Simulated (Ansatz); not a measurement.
The relaxed structure here is a generated cell of Mg3Sb2: the first start was made by placing the elements on the sites of a structure type, and the end was not matched to a known phase here, so it may be hypothetical. Known forms of Mg3Sb2 include space group No. 164.

One stationary structure of Mg3Sb2. Space group P2₁ (No. 4). The numbers are results of r2SCAN (plane waves to 500 eV, PAW, scalar-relativistic; Ansatz, a first-principles code), not measurements.

Space group P2₁ (No. 4); a = 4.3233 Å, b = 7.2676 Å, c = 8.5123 Å, α = 90.00°, β = 96.93°, γ = 90.00°

```
atom  site  symmetry       x       y       z
----  ----  --------  ------  ------  ------
Mg      2a         1  0.0805  0.5733  0.2110
Mg      2a         1  0.5075  0.9078  0.0751
Mg      2a         1  0.8209  0.1109  0.4108
Sb      2a         1  0.0228  0.2032  0.1111
Sb      2a         1  0.3706  0.2302  0.6160
```

For Mg3Sb2, the volume per atom comes out as 26.55 Å³. The band gap is no clear gap: the sampled points leave 0.14 eV away from the symmetry points, which may be a band crossing missed between them and the smallest direct gap comes out as 1.15 eV at k = (0.4545, 0.1429, -0.5). The shortest distances comes out as Mg–Sb 2.82 Å; Mg–Mg 3.21 Å and the k-mesh is 11×7×6.

Band energies at high-symmetry points (eV from the VBM; labels of this space group; no spin-orbit coupling), from −5 eV up to 3.9 eV:

| point | energies |
|---|---|
| Γ | -4.98 -4.44 -4.21 -3.09 -2.71 -1.48 -1.41 -0.95 -0.47 -0.32 -0.20 0.00 1.40 1.43 2.18 2.73 3.33 3.75 3.80 |
| Z | -4.95 -4.95 -3.03 -3.03 -1.54 -1.54 -1.07 -1.07 -0.92 -0.92 -0.46 -0.46 1.26 1.26 2.04 2.04 2.94 2.94 3.29 3.29 |
| D | -4.02 -4.02 -3.61 -3.61 -2.09 -2.09 -1.59 -1.59 -0.99 -0.99 -0.44 -0.44 2.02 2.02 2.45 2.45 3.08 3.08 |
| B | -4.75 -4.15 -3.72 -3.23 -2.71 -2.49 -1.47 -1.16 -0.95 -0.67 -0.52 -0.03 1.77 2.77 2.93 3.20 3.31 3.73 |
| A | -4.93 -4.71 -4.02 -3.66 -3.26 -2.90 -2.54 -2.11 -1.84 -1.70 -1.44 -0.92 0.38 0.85 1.36 1.99 2.00 2.62 2.81 3.71 |
| E | -4.79 -4.79 -4.37 -4.37 -2.66 -2.66 -2.14 -2.14 -1.57 -1.57 -1.10 -1.10 1.16 1.16 1.48 1.48 2.34 2.34 2.70 2.70 |
| C2 | -4.56 -4.56 -4.18 -4.18 -3.19 -3.19 -2.73 -2.73 -1.51 -1.51 -0.85 -0.85 1.66 1.66 2.50 2.50 2.84 2.84 3.21 3.21 3.80 3.80 |
| Y2 | -4.71 -4.46 -4.23 -3.68 -3.37 -2.85 -2.52 -2.47 -2.01 -1.94 -1.64 -1.03 0.24 1.29 2.10 2.28 3.23 3.31 3.44 3.75 |

No spin polarisation in the result. Spin-orbit coupling is missing; with elements this heavy it can move band edges by tenths of an eV or more.

It was reached from a disturbed copy of a P4/mbm (No. 127) cell, against which it lies -0.24 eV/atom.
